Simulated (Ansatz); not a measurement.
**Li started on a Ba site next to an O vacancy in cubic perovskite BaTiO3, 39 atoms, charge −1**

Level of theory: DFT, PBEsol, PAW, plane waves (Ansatz 0.2.0).

Command:

```sh
ansatz run in.yaml --threads 7 --pin off --max-ram 13300MiB --runs-dir r --events-out ev --progress --plain
```

The input less its lattice and atoms (starting moments on atoms near the defect: 2 μB in all):

```yaml
crystal:
  symmetry: { detect: false }
kpoints:
  mp_grid: { grid: [1, 1, 1], shift: [0.25, 0.25, 0.25] }
hamiltonian:
  xc: pbesol
total_charge: -1
magnetization:
  spin_polarized: true
scf:
  occupations: { method: fermi_dirac, width: 0.01 }
relax:
  f_tol: 0.03
  max_steps: 80
  escape_saddle: false
  adjacent_minimum: "off"
output:
  forces: true
  eigenvalues: true
  populations: true
  charged_corrections: { epsilon: 300 }
```

Start:

```xyz
39
Lattice="7.9404 0.0000 0.0000 0.0000 7.9404 0.0000 0.0000 0.0000 7.9404" Properties=species:S:1:pos:R:3 pbc="T T T"
Ba    7.9363    7.9181    0.0272
Ba    0.0058    0.0050    3.9893
Ba    0.0058    3.9614    0.0314
Ba    0.0309    3.9951    3.9501
Ba    3.9308    7.9377    7.9279
Ba    4.0153    0.0272    3.9548
Ba    3.9914    4.0003    0.0067
Li    3.9404    3.9525    3.9711
Ti    1.9729    1.9770    1.9701
Ti    1.9690    1.9848    5.9437
Ti    2.0147    5.9840    1.9709
Ti    1.9804    5.9950    5.9369
Ti    5.9327    1.9636    1.9954
Ti    5.9486    1.9687    5.9486
Ti    5.9807    5.9181    2.0023
Ti    5.9521    5.9552    5.9790
O     2.0009    2.0205    0.0021
O     1.9653    5.9575    0.0332
O     1.9678    5.9559    3.9864
O     5.9780    2.0043    7.9148
O     5.9404    1.9964    3.9665
O     5.9648    5.9595    7.9375
O     5.9523    5.9717    3.9710
O     0.0263    1.9861    2.0201
O     0.0104    1.9577    5.9592
O     7.9175    5.9345    2.0465
O     7.9201    5.9738    5.9472
O     3.9590    1.9701    2.0078
O     3.9890    1.9812    5.9533
O     3.9590    5.9613    1.9740
O     3.9913    5.9518    5.9428
O     1.9971    0.0129    1.9739
O     1.9488    7.8996    5.9650
O     1.9686    3.9808    1.9992
O     1.9964    4.0033    5.9394
O     5.9400    0.0454    2.0046
O     5.9313    7.9392    5.9746
O     5.9539    3.9693    2.0351
O     5.9748    3.9830    5.9880
```

Steps:

```
 step  energy less the first (eV)  largest force component (eV/Å)
start                       0.000                           1.610
    1                      -0.238                           1.040
    2                      -0.656                           0.581
    3                      -0.758                           0.283
    4                      -0.823                           0.255
    5                      -0.890                           0.181
    6                      -0.930                           0.278
    7                      -0.950                           0.182
    8                      -0.980                           0.181
    9                      -1.018                           0.117
   10                      -1.029                           0.090
   11                      -1.030                           0.097
   12                      -1.032                           0.037
   13                      -1.033                           0.006
```

A structure on the way, about -0.66 eV from the start:

```xyz
39
Lattice="7.9404 0.0000 0.0000 0.0000 7.9404 0.0000 0.0000 0.0000 7.9404" Properties=species:S:1:pos:R:3 pbc="T T T"
Ba    7.9264    7.9397    7.9362
Ba    7.8779    7.8820    3.9667
Ba    7.9305    3.9834    0.0011
Ba    7.8760    4.0188    3.9784
Ba    3.9941    7.9349    0.0106
Ba    4.0169    7.8664    3.9804
Ba    3.9654    3.9718    7.9326
Li    4.0303    4.0563    3.9563
Ti    1.9735    1.9842    1.9303
Ti    1.9972    2.0212    6.0127
Ti    2.0267    5.9414    1.9866
Ti    2.0015    5.9762    5.9127
Ti    5.9112    1.9762    2.0297
Ti    5.9347    1.9994    5.9454
Ti    5.9603    5.9027    2.0078
Ti    5.9385    5.9377    5.9751
O     1.9997    1.9913    0.0086
O     1.9756    5.9522    0.0234
O     1.9756    5.9732    3.9795
O     5.9578    1.9910    0.0028
O     5.9557    1.9855    3.9825
O     5.9534    5.9649    0.0073
O     5.9685    5.9906    3.9681
O     0.0350    1.9824    2.0402
O     0.0401    1.9911    5.9214
O     7.9088    5.9573    1.9984
O     7.9303    5.9638    5.9514
O     3.9422    1.9760    2.0322
O     3.9585    1.9908    5.9312
O     3.9602    5.9616    1.9802
O     3.9836    5.9720    5.9677
O     1.9798    0.0142    2.0229
O     1.9964    7.9395    5.9326
O     1.9775    3.9467    2.0340
O     1.9859    3.9583    5.9221
O     5.9490    0.0314    1.9932
O     5.9576    0.0101    5.9726
O     5.9461    3.9789    1.9972
O     5.9835    3.9847    5.9749
```

End:

```
Ba Li Ti O
1.0
     7.94042    0.00000    0.00000
     0.00000    7.94042    0.00000
     0.00000    0.00000    7.94042
Ba Li Ti O
7 1 8 23
Direct
  0.99696 0.99753 0.99828
  0.99564 0.99613 0.50268
  0.99606 0.50272 0.00156
  0.99745 0.50229 0.50280
  0.50213 0.99653 0.00159
  0.50171 0.99793 0.50281
  0.50274 0.50326 0.99962
  0.56454 0.56549 0.44689
  0.24261 0.24308 0.23651
  0.26097 0.26152 0.76189
  0.25680 0.73442 0.25906
  0.25650 0.75557 0.74927
  0.73394 0.25739 0.25908
  0.75501 0.25712 0.74924
  0.75521 0.75576 0.24817
  0.74962 0.75024 0.74745
  0.24456 0.24511 0.00177
  0.24992 0.74931 0.00243
  0.24455 0.74906 0.50174
  0.74884 0.25040 0.00242
  0.74858 0.24497 0.50172
  0.74666 0.74711 0.00288
  0.74481 0.74530 0.50069
  0.00677 0.25181 0.26181
  0.99658 0.24701 0.74577
  0.99668 0.74769 0.25097
  0.99392 0.74653 0.75183
  0.49711 0.24893 0.25473
  0.49182 0.24408 0.75094
  0.49837 0.74359 0.25740
  0.49578 0.74858 0.75203
  0.25133 0.00726 0.26182
  0.24660 0.99705 0.74577
  0.24846 0.49757 0.25471
  0.24359 0.49231 0.75095
  0.74719 0.99712 0.25093
  0.74599 0.99435 0.75183
  0.74309 0.49882 0.25738
  0.74811 0.49623 0.75200
```

The calculation finished and met its thresholds.

Time: 3.2 min of wall time on 7 threads of a Neoverse-V2 processor, on a host shared with other runs; peak host memory 1.8 GiB.

Question: How much energy did the relaxation gain, and which atom moved most?

Answer: 1.03 eV in 13 steps, from a start with small random displacements (the gain also holds any tilting of the ideal host); atom 8 (Li) moved 0.87 Å, the median atom 0.06 Å (drift of the whole cell removed).

The moment started at 2 μB and ended at 0.0 μB; no other spin state is shown. The program warned that the state may not be the lowest. The one k point has no symmetry partners, which can distort the end along one axis.
